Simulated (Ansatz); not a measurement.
Structure: an 8-atom cell of Sn3PbO4 built on the litharge structure (relaxed group Pmm2), at its r2SCAN+rVV10 minimum. The symmetry is Pmm2 (No. 25, orthorhombic); conventional cell a = 3.842 Å, b = 7.647 Å, c = 4.858 Å, 17.84 Å³ an atom. Sn has 4 O at 2.20 Å; Sn has 4 O at 2.18–2.23 Å; O has 4 Sn at 2.20–2.23 Å; O has 3 Sn at 2.18–2.20 Å and 1 Pb at 2.38 Å; Pb has 4 O at 2.33–2.38 Å; O has 2 Sn at 2.20 Å and 2 Pb at 2.33 Å.

```cif
data_structure
_symmetry_space_group_name_H-M 'Pmm2'
_symmetry_Int_Tables_number 25
_cell_length_a 3.8420
_cell_length_b 7.6471
_cell_length_c 4.8585
_cell_angle_alpha 90.000
_cell_angle_beta 90.000
_cell_angle_gamma 90.000
_cell_volume 142.74
loop_
_atom_site_label
_atom_site_type_symbol
_atom_site_symmetry_multiplicity
_atom_site_Wyckoff_symbol
_atom_site_fract_x
_atom_site_fract_y
_atom_site_fract_z
_atom_site_occupancy
Sn1 Sn 2 h 0.50000 0.75094 0.76926 1
Sn2 Sn 1 a 0.00000 0.00000 0.23005 1
O1 O 1 c 0.50000 0.00000 0.99712 1
O2 O 2 g 0.00000 0.75940 0.99081 1
Pb1 Pb 1 b 0.00000 0.50000 0.26279 1
O3 O 1 d 0.50000 0.50000 0.98990 1
```

4 runs of Ansatz 0.2.0 on this cell differ in the functional (and in the settings that go with it). Levels are in eV from each run's valence top; v1 is the last filled band, c1 the first empty one.

Run A, mean stress +0.7 GPa (compression positive):
```
point     v4     v3     v2     v1    c1    c2
    Γ  -3.78  -3.36  -2.94   0.00  3.52  4.59
    X  -3.01  -2.98  -2.39  -1.93  1.29  1.31
    S  -3.36  -2.68  -2.58  -2.53  2.92  3.10
    Y  -4.20  -4.15  -1.04  -0.29  4.13  4.22
```

Run B, mean stress +0.7 GPa (compression positive):
```
point     v4     v3     v2     v1    c1    c2
    Γ  -3.71  -3.29  -2.86   0.00  2.86  3.91
    X  -2.94  -2.90  -2.35  -1.90  0.66  0.68
    S  -3.30  -2.62  -2.52  -2.48  2.26  2.44
    Y  -4.12  -4.07  -1.01  -0.26  3.47  3.55
```

Run C, mean stress +5.1 GPa (compression positive):
```
point     v4     v3     v2     v1    c1    c2
    Γ  -2.90  -2.79  -2.45  -0.02  2.15  3.19
    X  -2.38  -2.18  -2.03  -1.64  0.23  0.25
    S  -2.64  -2.21  -2.13  -2.11  1.73  1.89
    Y  -3.35  -3.28  -0.82  -0.16  2.79  2.92
```

Run D, mean stress +1.2 GPa (compression positive):
```
point     v4     v3     v2     v1    c1    c2
    Γ  -3.18  -2.99  -2.61   0.00  2.51  3.52
    X  -2.65  -2.45  -2.20  -1.79  0.42  0.44
    S  -2.89  -2.39  -2.29  -2.29  1.93  2.12
    Y  -3.63  -3.56  -0.92  -0.22  3.10  3.18
```

Problem. Match the runs to PBE, r2SCAN, HSE06, PBE0.

Solution. A is PBE0, B is HSE06, C is PBE, D is r2SCAN. In order of the gap: PBE 0.23, r2SCAN 0.42, HSE06 0.66, PBE0 1.29 eV.

The cell comes from a prototype generator: it can be a known phase or a hypothetical one. Spin polarisation is off.

Spin-orbit coupling is left out; in compounds of Pb, Bi, Tl or Hg it can lower a gap by up to about 1 eV, split its edges or invert the bands.

The program warns that its thresholds are loose for a hybrid's stress.

The meshes of the hybrids are coarse, so their gaps aren't converged to the digits shown.
